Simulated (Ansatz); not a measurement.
A relaxation computed with Ansatz, from input to last step.

```yaml
crystal:
  lattice:
    - [4.4028615227, 0.0, 0.0]
    - [0.0, 4.4028615227, 0.0]
    - [0.0, 0.0, 4.4028615227]
  atoms:
    - { symbol: Fe, position: [0.1370360829, 0.1370360829, 0.1370360829] }
    - { symbol: Fe, position: [0.3629639171, 0.8629639171, 0.6370360829] }
    - { symbol: Fe, position: [0.6370360829, 0.3629639171, 0.8629639171] }
    - { symbol: Fe, position: [0.8629639171, 0.6370360829, 0.3629639171] }
    - { symbol: Si, position: [0.8411665561, 0.8411665561, 0.8411665561] }
    - { symbol: Si, position: [0.6588334439, 0.1588334439, 0.3411665561] }
    - { symbol: Si, position: [0.3411665561, 0.6588334439, 0.1588334439] }
    - { symbol: Si, position: [0.1588334439, 0.3411665561, 0.6588334439] }
basis:
  ecutwfc: 420
kpoints:
  mp_grid: { grid: [8, 8, 8] }
hamiltonian:
  xc: pbesol
scf:
  occupations: { method: gaussian, width: 0.01 }
output:
  forces: true
  stress: true
  eigenvalues: true
  write_density: true
  write_potential: true
  elf: true
  volumetric_format: npy
relax:
  adjacent_minimum: "off"
  f_tol: 0.005
  max_steps: 80
  cell: { stress_tol: 0.05 }
```

```bash
ansatz run input.yaml --threads 2 --pin off --max-ram 5120MiB --backend cpu --events-out ev --progress --plain --runs-dir out
```

All numbers below come from DFT PBEsol, scalar-relativistic, plane waves, PAW (Ansatz 0.2.0).

Of 4 frames 3 are shown, positions in Å and forces in eV/Å; the SCF threshold varies from step to step. Steps run on the plane waves of an earlier cell, with a Pulay correction in the pressure. The basis is chosen afresh for the last frame, the zero of the energies, and at times for earlier ones too; energy and pressure step there, also at an unchanged geometry. Spin polarisation was left out; whether the Fe atoms would carry moments isn't shown by this run.

```xyz
8
Lattice="4.4029 0.0000 0.0000 0.0000 4.4029 0.0000 0.0000 0.0000 4.4029" Properties=species:S:1:pos:R:3:forces:R:3 pbc="T T T" step=1 free_energy_over_end_meV_per_atom=0.01 pressure_GPa=0.03
Fe    0.6034    0.6034    0.6034   -0.0077   -0.0077   -0.0077
Fe    1.5981    3.7995    2.8048    0.0077    0.0077   -0.0077
Fe    2.8048    1.5981    3.7995   -0.0077    0.0077    0.0077
Fe    3.7995    2.8048    1.5981    0.0077   -0.0077    0.0077
Si    3.7035    3.7035    3.7035   -0.0116   -0.0116   -0.0116
Si    2.9008    0.6993    1.5021    0.0116    0.0116   -0.0116
Si    1.5021    2.9008    0.6993   -0.0116    0.0116    0.0116
Si    0.6993    1.5021    2.9008    0.0116   -0.0116    0.0116
8
Lattice="4.4031 0.0000 0.0000 0.0000 4.4031 0.0000 0.0000 0.0000 4.4031" Properties=species:S:1:pos:R:3:forces:R:3 pbc="T T T" step=2 free_energy_over_end_meV_per_atom=0.00 pressure_GPa=0.01
Fe    0.6031    0.6031    0.6031   -0.0055   -0.0055   -0.0055
Fe    1.5984    3.7999    2.8047    0.0055    0.0055   -0.0055
Fe    2.8047    1.5984    3.7999   -0.0055    0.0055    0.0055
Fe    3.7999    2.8047    1.5984    0.0055   -0.0055    0.0055
Si    3.7035    3.7035    3.7035   -0.0075   -0.0075   -0.0075
Si    2.9012    0.6996    1.5019    0.0075    0.0075   -0.0075
Si    1.5019    2.9012    0.6996   -0.0075    0.0075    0.0075
Si    0.6996    1.5019    2.9012    0.0075   -0.0075    0.0075
8
Lattice="4.4033 0.0000 0.0000 0.0000 4.4033 0.0000 0.0000 0.0000 4.4033" Properties=species:S:1:pos:R:3:forces:R:3 pbc="T T T" step=4 free_energy_over_end_meV_per_atom=0.00 pressure_GPa=0.02
Fe    0.6026    0.6026    0.6026    0.0004    0.0004    0.0004
Fe    1.5990    3.8006    2.8043   -0.0004   -0.0004    0.0004
Fe    2.8043    1.5990    3.8006    0.0004   -0.0004   -0.0004
Fe    3.8006    2.8043    1.5990   -0.0004    0.0004   -0.0004
Si    3.7031    3.7031    3.7031    0.0001    0.0001    0.0001
Si    2.9018    0.7002    1.5015   -0.0001   -0.0001    0.0001
Si    1.5015    2.9018    0.7002    0.0001   -0.0001   -0.0001
Si    0.7002    1.5015    2.9018   -0.0001    0.0001   -0.0001
```

The run took 50 s on 2 threads of Arm Neoverse V1, on a shared host, peak memory 0.44 GiB.